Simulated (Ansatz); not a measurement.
SnC:
```
CELL_PARAMETERS angstrom
      0.00000     2.51705     2.51705
      2.51705     0.00000     2.51705
      2.51705     2.51705     0.00000
ATOMIC_POSITIONS crystal
  Sn 0.00000 0.00000 0.00000
  C  0.25000 0.25000 0.25000
```

Relaxed with PBEsol. Special points in fractions of this cell's reciprocal vectors: Γ (0.000, 0.000, 0.000); X (0.500, 0.000, 0.500); U (0.625, 0.250, 0.625); K (0.375, 0.375, 0.750); L (0.500, 0.500, 0.500); W (0.500, 0.250, 0.750).

**Question.** List the band energies nearest the valence-band maximum at these points for the program Ansatz at the PBEsol level (PAW).

**Answer.** In eV from the valence-band maximum; about four levels below and three above (degenerate sets whole), none deeper than 8.9 eV; … stands for higher levels left out; points with the same levels are listed once.

```tsv
k	below	above
Γ	0.00 0.00 0.00	0.78 …
X	-7.42 -3.09 -3.09	1.20 3.32 9.18
U	-7.19 -4.66 -2.55	2.51 5.23 8.57
L	-7.67 -1.21 -1.21	2.16 6.45 6.45
W	-7.16 -4.20 -4.01	4.26 5.61 6.79
```

Space group F-43m (zinc blende). The start of the workflow was typed in or built on a structure type; neither database checked (COD, Materials Project) lists it. Its standing as an ambient phase is unchecked. Symmetry was held in the PBEsol relaxation; its stability against distortions is not shown here. Its formation energy is positive at this level, so the cell may be metastable or incomplete. Spin–orbit coupling is left out wherever it is not named.

Potentials: the later of the program's two PAW sets.
